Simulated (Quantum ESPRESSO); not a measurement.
# Si2PNO5: finding a planted mistake in a log

A calculation, not a measurement. The program is pw.x of Quantum ESPRESSO 7.5 (plane-wave density functional theory). The cell is made up: 9 atoms on a quartz lattice, with randomly drawn elements, strain and displacements, not relaxed. PseudoDojo standard norm-conserving files (v0.5 for PBE, v0.4.1 for LDA and PBEsol) set the functional; there is no spin polarisation, spin-orbit coupling or dispersion term, and the masses in the input are unused placeholders.

Intended input:

```
&control calculation='scf', pseudo_dir='./dojo.nc.sr.pbe.v0_5.standard.upf', outdir='./o', disk_io='low', tprnfor=.true., tstress=.true. /
&system ibrav=0, nat=9, ntyp=4, nbnd=30, ecutwfc=84.00895049, nosym=.true., tot_charge=0,
 occupations='smearing', smearing='fd', degauss=0.0018374661
/
&electrons conv_thr=7.350e-09, electron_maxstep=60, /
ATOMIC_SPECIES
N 1.0 N.upf
O 1.0 O.upf
P 1.0 P.upf
Si 1.0 Si.upf
CELL_PARAMETERS angstrom
5.0344 0.0221 -0.0815
-2.498 4.4779 0.0245
-0.0895 -0.0207 5.7239
ATOMIC_POSITIONS angstrom
Si 2.2517 -0.1966 3.8038
Si -1.2829 2.1366 1.8423
P 1.4911 2.4928 -0.075
N 1.383 1.2348 4.5034
O 3.4482 0.6561 2.6116
O 2.815 2.502 0.5687
O 0.1871 1.795 1.3033
O -1.0481 3.4159 2.9255
O 0.7323 3.7626 4.8366
K_POINTS automatic
5 5 4 1 1 1
```

The log is shortened where brackets say so; the opening notice, blank lines, dates and the lines on written files are dropped, and the path of the files is cut. It prints rydbergs, bohrs and kilobars, and counts compression as positive stress. Where no state is partly filled, the Fermi energy that it prints is only some level between the filled and the empty states on the mesh, and need not lie in the true gap.

Log of the intended run:

```
     Program PWSCF v.7.5
     Parallel version (MPI & OpenMP), running on       4 processor cores
     Number of MPI processes:                 4
     Threads/MPI process:                     1
     [start-up lines left out]
     bravais-lattice index     =            0
     lattice parameter (alat)  =       9.5150  a.u.
     unit-cell volume          =     872.6851 (a.u.)^3
     number of atoms/cell      =            9
     number of atomic types    =            4
     number of electrons       =        48.00
     number of Kohn-Sham states=           30
     kinetic-energy cutoff     =      84.0090  Ry
     charge density cutoff     =     336.0358  Ry
     scf convergence threshold =      7.3E-09
     mixing beta               =       0.7000
     number of iterations used =            8  plain     mixing
     Exchange-correlation= PBE
                           (   1   4   3   4   0   0   0)
     [axes and pseudopotential details left out]
   Cartesian axes
     site n.     atom                  positions (alat units)
         1        Si     tau(   1) = (   0.4471999  -0.0390458   0.7554555  )
         2        Si     tau(   2) = (  -0.2547910   0.4243404   0.3658909  )
         3        P      tau(   3) = (   0.2961406   0.4950837  -0.0148954  )
         4        N      tau(   4) = (   0.2746714   0.2452380   0.8943999  )
         5        O      tau(   5) = (   0.6848314   0.1303050   0.5186780  )
         6        O      tau(   6) = (   0.5590744   0.4969109   0.1129469  )
         7        O      tau(   7) = (   0.0371591   0.3564968   0.2588425  )
         8        O      tau(   8) = (  -0.2081584   0.6784164   0.5810203  )
         9        O      tau(   9) = (   0.1454388   0.7472729   0.9605752  )
     number of k points=    50  Fermi-Dirac smearing, width (Ry)=  0.0018
                       cart. coord. in units 2pi/alat
        k(    1) = (   0.1010911   0.1682237   0.1121470), wk =   0.0400000
        k(    2) = (   0.1046488   0.1690048   0.3321215), wk =   0.0400000
     [further k points left out]
     Dense  grid:    90807 G-vectors     FFT dimensions: (  60,  60,  64)
     Estimated max dynamical RAM per process >     183.49 MB
     Estimated total dynamical RAM >     667.44 MB
     Initial potential from superposition of free atoms
     starting charge      47.9986, renormalised to      48.0000
     Starting wfcs are   36 randomized atomic wfcs
     total cpu time spent up to now is        3.4 secs
     per-process dynamical memory:   139.1 Mb
     Self-consistent Calculation
     iteration #  1     ecut=    84.01 Ry     beta= 0.70
     Davidson diagonalization with overlap
     ethr =  1.00E-02,  avg # of iterations =  3.0
     total cpu time spent up to now is        9.4 secs
     total energy              =    -215.85307388 Ry
     estimated scf accuracy    <       2.82892709 Ry
     iteration #  2     ecut=    84.01 Ry     beta= 0.70
     Davidson diagonalization with overlap
     ethr =  5.89E-03,  avg # of iterations =  3.0
     total cpu time spent up to now is       15.5 secs
     total energy              =    -215.82289392 Ry
     estimated scf accuracy    <       5.44771636 Ry
     [iterations 3 to 12 left out]
     iteration # 13     ecut=    84.01 Ry     beta= 0.70
     Davidson diagonalization with overlap
     ethr =  7.41E-11,  avg # of iterations =  2.0
     total cpu time spent up to now is       73.8 secs
     total energy              =    -217.11797619 Ry
     estimated scf accuracy    <          8.5E-09 Ry
     iteration # 14     ecut=    84.01 Ry     beta= 0.70
     Davidson diagonalization with overlap
     ethr =  1.77E-11,  avg # of iterations =  2.0
     total cpu time spent up to now is       78.5 secs
     End of self-consistent calculation
     [lines on levels left out]
     the Fermi energy is     4.3889 ev
!    total energy              =    -217.11797619 Ry
     estimated scf accuracy    <          5.2E-10 Ry
     smearing contrib. (-TS)   =      -0.00000000 Ry
     internal energy E=F+TS    =    -217.11797619 Ry
     The total energy is F=E-TS. E is the sum of the following terms:
     one-electron contribution =    -109.16971520 Ry
     hartree contribution      =      78.03527895 Ry
     xc contribution           =     -58.77729436 Ry
     ewald contribution        =    -127.20624557 Ry
     convergence has been achieved in  14 iterations
     Forces acting on atoms (cartesian axes, Ry/au):
     atom    1 type  4   force =    -0.01091556    0.42416306   -0.07785047
     atom    2 type  4   force =     0.11751441   -0.13490226    0.26469037
     atom    3 type  3   force =    -0.27781496   -0.26800487   -0.25900170
     atom    4 type  1   force =     0.01493389    0.05973587    0.07086034
     atom    5 type  2   force =    -0.05751028    0.06681779   -0.01888601
     atom    6 type  2   force =     0.02346763    0.11448072   -0.00024657
     atom    7 type  2   force =     0.12563407    0.06123333   -0.10701357
     atom    8 type  2   force =    -0.15289668   -0.16662102   -0.14100593
     atom    9 type  2   force =     0.21758747   -0.15690262    0.26845353
     Total force =     0.883679     Total SCF correction =     0.000024
     Computing stress (Cartesian axis) and pressure
          total   stress  (Ry/bohr**3)                   (kbar)     P=      -32.97
   0.00067326  -0.00011038   0.00136470           99.04      -16.24      200.75
  -0.00011038  -0.00122397   0.00009854          -16.24     -180.05       14.50
   0.00136470   0.00009854  -0.00012172          200.75       14.50      -17.91
     init_run     :      3.18s CPU      3.30s WALL (       1 calls)
     electrons    :     74.90s CPU     75.13s WALL (       1 calls)
     forces       :      1.02s CPU      1.02s WALL (       1 calls)
     stress       :      3.56s CPU      3.56s WALL (       1 calls)
     [timing details left out]
     PWSCF        :   1m22.77s CPU   1m23.16s WALL
     JOB DONE.
```

A second run was made from an input with one planted mistake. Its log:

```
     Program PWSCF v.7.5
     Parallel version (MPI & OpenMP), running on       4 processor cores
     Number of MPI processes:                 4
     Threads/MPI process:                     1
     [start-up lines left out]
     bravais-lattice index     =            0
     lattice parameter (alat)  =       9.5150  a.u.
     unit-cell volume          =     872.6851 (a.u.)^3
     number of atoms/cell      =            9
     number of atomic types    =            4
     number of electrons       =        48.00
     number of Kohn-Sham states=           30
     kinetic-energy cutoff     =      84.0090  Ry
     charge density cutoff     =     336.0358  Ry
     scf convergence threshold =      7.3E-09
     mixing beta               =       0.7000
     number of iterations used =            8  plain     mixing
     Exchange-correlation= PBE
                           (   1   4   3   4   0   0   0)
     [axes and pseudopotential details left out]
   Cartesian axes
     site n.     atom                  positions (alat units)
         1        Si     tau(   1) = (   0.4471999  -0.0390458   0.7554555  )
         2        Si     tau(   2) = (  -0.2547910   0.4243404   0.3658909  )
         3        P      tau(   3) = (   0.2961406   0.4950837  -0.0148954  )
         4        N      tau(   4) = (   0.2746714   0.2452380   0.8943999  )
         5        O      tau(   5) = (   0.6848314   0.1303050   0.5186780  )
         6        O      tau(   6) = (   0.5590744   0.4969109   0.1129469  )
         7        O      tau(   7) = (   0.0371591   0.3564968   0.2588425  )
         8        O      tau(   8) = (  -0.2081584   0.6784164   0.5810203  )
         9        O      tau(   9) = (   0.1454388   0.7472729   0.9605752  )
     number of k points=     4  Fermi-Dirac smearing, width (Ry)=  0.0018
                       cart. coord. in units 2pi/alat
        k(    1) = (   0.2518383   0.4203639   0.2253740), wk =   0.5000000
        k(    2) = (   0.2447230   0.4188017  -0.2145749), wk =   0.5000000
     [further k points left out]
     Dense  grid:    90807 G-vectors     FFT dimensions: (  60,  60,  64)
     Estimated max dynamical RAM per process >     115.96 MB
     Estimated total dynamical RAM >     397.34 MB
     Initial potential from superposition of free atoms
     starting charge      47.9986, renormalised to      48.0000
     Starting wfcs are   36 randomized atomic wfcs
     total cpu time spent up to now is        1.7 secs
     per-process dynamical memory:    69.2 Mb
     Self-consistent Calculation
     iteration #  1     ecut=    84.01 Ry     beta= 0.70
     Davidson diagonalization with overlap
     ethr =  1.00E-02,  avg # of iterations =  3.0
     total cpu time spent up to now is        2.2 secs
     total energy              =    -215.85344979 Ry
     estimated scf accuracy    <       2.82838398 Ry
     iteration #  2     ecut=    84.01 Ry     beta= 0.70
     Davidson diagonalization with overlap
     ethr =  5.89E-03,  avg # of iterations =  2.8
     total cpu time spent up to now is        2.8 secs
     total energy              =    -215.79733678 Ry
     estimated scf accuracy    <       5.51775375 Ry
     [iterations 3 to 12 left out]
     iteration # 13     ecut=    84.01 Ry     beta= 0.70
     Davidson diagonalization with overlap
     ethr =  1.26E-10,  avg # of iterations =  2.0
     total cpu time spent up to now is        8.2 secs
     total energy              =    -217.11817370 Ry
     estimated scf accuracy    <       0.00000001 Ry
     iteration # 14     ecut=    84.01 Ry     beta= 0.70
     Davidson diagonalization with overlap
     ethr =  2.40E-11,  avg # of iterations =  2.0
     total cpu time spent up to now is        8.6 secs
     End of self-consistent calculation
     [lines on levels left out]
     the Fermi energy is     4.3708 ev
!    total energy              =    -217.11817370 Ry
     estimated scf accuracy    <          7.6E-10 Ry
     smearing contrib. (-TS)   =       0.00000000 Ry
     internal energy E=F+TS    =    -217.11817370 Ry
     The total energy is F=E-TS. E is the sum of the following terms:
     one-electron contribution =    -109.16900730 Ry
     hartree contribution      =      78.03394273 Ry
     xc contribution           =     -58.77686355 Ry
     ewald contribution        =    -127.20624557 Ry
     convergence has been achieved in  14 iterations
     Forces acting on atoms (cartesian axes, Ry/au):
     atom    1 type  4   force =    -0.01063877    0.42377459   -0.07846815
     atom    2 type  4   force =     0.11728425   -0.13525531    0.26491480
     atom    3 type  3   force =    -0.27776214   -0.26953463   -0.25941191
     atom    4 type  1   force =     0.01638310    0.06123068    0.07165141
     atom    5 type  2   force =    -0.05725902    0.06667254   -0.01897944
     atom    6 type  2   force =     0.02289236    0.11454443   -0.00077138
     atom    7 type  2   force =     0.12623788    0.06166734   -0.10709183
     atom    8 type  2   force =    -0.15304362   -0.16612555   -0.14068528
     atom    9 type  2   force =     0.21590596   -0.15697410    0.26884178
     Total force =     0.884089     Total SCF correction =     0.000027
     Computing stress (Cartesian axis) and pressure
          total   stress  (Ry/bohr**3)                   (kbar)     P=      -33.18
   0.00067062  -0.00011565   0.00136082           98.65      -17.01      200.18
  -0.00011565  -0.00122313   0.00010040          -17.01     -179.93       14.77
   0.00136082   0.00010040  -0.00012421          200.18       14.77      -18.27
     init_run     :      1.41s CPU      1.46s WALL (       1 calls)
     electrons    :      6.91s CPU      6.95s WALL (       1 calls)
     forces       :      0.22s CPU      0.22s WALL (       1 calls)
     stress       :      0.42s CPU      0.42s WALL (       1 calls)
     [timing details left out]
     PWSCF        :      9.18s CPU      9.29s WALL
     JOB DONE.
```

Question: what was wrong in the second input?

Answer: the k-point mesh is too coarse. The input lines that differ, file-writing options aside:

```
- 5 5 4 1 1 1
+ 2 2 2 1 1 1
```

```
                                            intended run  run with the mistake
                          free energy (eV)     -2954.041             -2954.043
                    smearing term -TS (eV)        0.0000                0.0000
                            pressure (GPa)         -3.30                 -3.32
            largest force component (eV/Å)        10.906                10.896
largest change of a force component (eV/Å)                               0.043
                                iterations            14                    14
```

For scale, a rerun of the intended cell at 1437 eV and a 7 x 7 x 6 mesh moved values by no more than 0.003 eV in energy, 0.03 GPa in stress and 0.002 eV/Å in force.